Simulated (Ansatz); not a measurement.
The end point of a relaxation of PbSe. Method: r2SCAN (plane waves to 500 eV, PAW, scalar-relativistic; Ansatz, a first-principles code).

```xyz
2
Lattice="0.0000 3.0887 3.0887 3.0887 0.0000 3.0887 3.0887 3.0887 0.0000" Properties=species:S:1:pos:R:3 pbc="T T T"
Pb     3.0887     3.0887     3.0887
Se     0.0000     0.0000     0.0000
```

Task: Find the space group and the Wyckoff positions (tolerance 0.01 Å).

Result: Space group Fm-3m (No. 225); a = 6.177 Å, b = 6.177 Å, c = 6.177 Å, α = 90.00°, β = 90.00°, γ = 90.00°

```tsv
atom	site	symmetry	x	y	z
Pb	4b	m-3m	0.5000	0.5000	0.5000
Se	4a	m-3m	0.0000	0.0000	0.0000
```

This is the rock salt type.

Task: Give the shortest distances between elements (the closest pairs, up to four, under 3.6 Å).

Result: Pb–Se 3.09 Å.

```yaml
volume_per_atom: 29.47 Å³
band_gap: 0.66 eV, direct at L (no spin-orbit coupling)
```

No spin polarisation in the result. Spin-orbit coupling is missing; with elements this heavy it can move band edges by tenths of an eV or more.

The run could not lose the symmetry of its start; a randomly shaken copy of 4 atoms returns to this structure.
